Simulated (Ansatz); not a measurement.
The start is a generated trial cell of Y in the AFLOW prototype A_aP4_2_aci. The structure is fully relaxed (lattice and positions, P = 0) with r2SCAN (plane waves to 500 eV, PAW, scalar-relativistic; Ansatz, a quantum-chemistry and plane-wave program). First-step values are on the input's coarse k-mesh.

Ansatz input (later rounds restart from its end on a renewed k-mesh):
Ansatz 0.2 input:
```yaml
crystal:
  lattice:
    - [3.4865621, 0, 0]
    - [0.3490286, 4.1134182, 0]
    - [0.1517916, 0.6833583, 9.2260411]
  atoms:
    - { symbol: Y, position: [0, 0, 0] }
    - { symbol: Y, position: [0, 0, 0.5] }
    - { symbol: Y, position: [0.433, 0.572, 0.259] }
    - { symbol: Y, position: [0.567, 0.428, 0.741] }
basis: { ecutwfc: 500, ecutrho_ratio: 4, xc_grid: 4, fft_grid_basis: typed }
kpoints: { mp_grid: { grid: [9, 8, 4] } }
hamiltonian:
  xc: r2scan
  dispersion: none
  pseudopotentials: { kind: paw }
scf: { occupations: { method: fermi_dirac, width: 0.05 } }
relax: { f_tol: 0.01, max_steps: 100, cell: { stress_tol: 0.02 } }
output: { forces: true, stress: true }
```

### Question
Which atoms feel the largest initial force, and how large is it?

### Answer
1.00 eV/Å, on Y3, Y4 (atoms numbered as listed).

### Question
What symmetry does the relaxed structure have?

### Answer
The space group goes from P-1 (No. 2) to Fm-3m (No. 225); the end is fcc (Cu type), with 1 atom in the primitive cell.

### Question
How much energy is released per atom?

### Answer
0.21 eV/atom.

### Question
What band gap does the relaxed structure have at this level?

### Answer
No gap (metallic).

### Question
Give the final cell and atomic positions.

### Answer

Space group Fm-3m (No. 225); a = b = c = 5.102 Å, α = β = γ = 90.00°

| atom | site | symmetry | x | y | z |
|---|---|---|---|---|---|
| Y | 4a | m-3m | 0.0000 | 0.0000 | 0.0000 |
(The calculation used a cell of 1 atom; values per cell refer to that cell.)

Final values are on a 16×16×16 k-mesh of the relaxed cell. No spin polarisation in the result.

The run could not lose the symmetry of its start, so the end can be a saddle point.

The relaxed structure here is a generated cell of Y: the first start was made by placing the elements on the sites of a structure type, and the end was not matched to a known phase here, so it may be hypothetical. Known forms of Y include space group No. 194.
